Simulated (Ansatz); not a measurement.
RuS2:
```
RuS2
1.0
    5.59907     0.00000     0.00000
    0.00000     5.59907     0.00000
    0.00000     0.00000     5.59907
Ru S
4 8
Direct
  0.00000   0.00000   0.00000
  0.50000   0.00000   0.50000
  0.50000   0.50000   0.00000
  0.00000   0.50000   0.50000
  0.38988   0.38988   0.38988
  0.11012   0.61012   0.88988
  0.88988   0.11012   0.61012
  0.61012   0.88988   0.11012
  0.61012   0.61012   0.61012
  0.88988   0.38988   0.11012
  0.11012   0.88988   0.38988
  0.38988   0.11012   0.88988
```

Relaxed with HSE06.

Give the Bader charges and basin volumes of the independent atoms, plane-wave PAW HSE06 (Ansatz code).



| atom | Bader charge (e) | Bader volume (Å³) |
|---|---|---|
| Ru1 | +0.62 | 13.7 |
| S5 | -0.31 | 15.1 |

Space group Pa-3. The HSE06 relaxation kept the symmetry of its start. The run is not spin-polarised.

Potentials: the later of the program's two PAW sets.
